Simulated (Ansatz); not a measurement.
**CaIn2As2: do the settings matter for the field gradients?**

Cell: a COD entry.

Space group P6_3/mmc (No. 194); a = 4.1482, c = 17.7260 Å, γ = 120.00°.

```
site  Wyckoff  site symmetry       x       y       z
  Ca       2a           -3m.  0.0000  0.0000  0.0000
  In       4f            3m.  0.3333  0.6667  0.1720
  As       4f            3m.  0.3333  0.6667  0.6036
```

One atom of each set is listed.

Reference run. Computed with Ansatz: DFT, PBE, plane waves and PAW, scalar-relativistic, 420 eV cutoff, Γ-centred 9×9×2 k-points, Fermi–Dirac smearing 0.05 eV.

Q: The input is changed as follows: `total_charge`: not typed → -1; `scf.algorithm`: not typed → direct_min. What happens to V_zz (10²¹ V/m²) and η?

A: 

| site | V_zz reference | η reference | V_zz changed | η changed |
| --- | --- | --- | --- | --- |
| Ca | 0.40 | 0.00 | 0.42 | 0.00 |
| In | -9.35 | 0.00 | -8.92 | 0.00 |
| As | -4.86 | 0.00 | -5.20 | 0.00 |

The largest change of V_zz is on In, from -9.35 to -8.92. In per cent, |V_zz| changes by -5 on In, +7 on As (all sites that start above 2). The changed cell holds a charge of -1 on a uniform background, so it isn't the neutral crystal. It has an odd number of electrons and no spin polarisation, so the extra carrier is shared by both spins and spread out, where a real one carries spin and can localise. At these positions the changed run has forces up to 0.4 eV/Å, so its atoms aren't at their own equilibrium. SCF iterations: 10 and 7.

On the reference run: The run finds no gap above 0.1 eV (a metal, or nearly one), so the gradients can move by 10 % or more with the k-mesh. Without spin–orbit coupling (the program notes it for In) the gradients can shift somewhat, as the gap is small.
